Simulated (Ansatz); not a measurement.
Relaxed Bi2Te3 (Bi2Te3 type, space group R-3m):

```
CELL_PARAMETERS angstrom
      2.19356     1.26645    10.09527
     -2.19356     1.26645    10.09527
      0.00000    -2.53291    10.09527
ATOMIC_POSITIONS crystal
  Bi 0.40015 0.40015 0.40015
  Bi 0.59985 0.59985 0.59985
  Te 0.00000 0.00000 0.00000
  Te 0.20935 0.20935 0.20935
  Te 0.79065 0.79065 0.79065
```

Scan: atom 5 (Te, nearest neighbour Bi at 3.068 Å; its periodic images, 4.4 Å or more away, move with it) is displaced towards the nearest neighbour, direction (-0.715, 0.413, -0.564) in Cartesian axes, by s. The other atoms stay.

Level of theory: PBE-D3(BJ) (plane waves to 420 eV, PAW, scalar-relativistic; Ansatz, a program for electronic structure). k mesh 7×7×7 (Γ-centred), Fermi-Dirac smearing 0.05 eV. The energy includes the smearing's −TS. As the smearing reaches across the gap at some points, energies and forces of such displacements shift with the k mesh and the smearing. Bi2Te3 was relaxed with its symmetry unable to fall. Spin-orbit coupling is left out, though Bi and Te are heavy. ΔE is measured from the undisplaced structure.

The scan covers s from -0.920 to 0.920 Å in 11 points.

Question: Is the energy the same for displacements of ±0.920 Å, and if not, which side lies higher?

Answer: Not even: the positive side lies higher at ±0.920 Å. With its periodic images moving along, the atom's site symmetry in this cell is 3m.

Question: What force acts on the atom along the line at s = -0.920 Å?

Answer: 2.42 eV/Å.

Question: What is the energy change at s = 0.920 Å?

Answer: 5073 meV/cell.

Question: What is the force constant k = d²E/ds² of this move at s = 0?

Answer: 4.25 eV/Å².

(For displaced atoms, the force is minus the slope of the energy, and its curvature is a force constant, which sets phonon frequencies.)
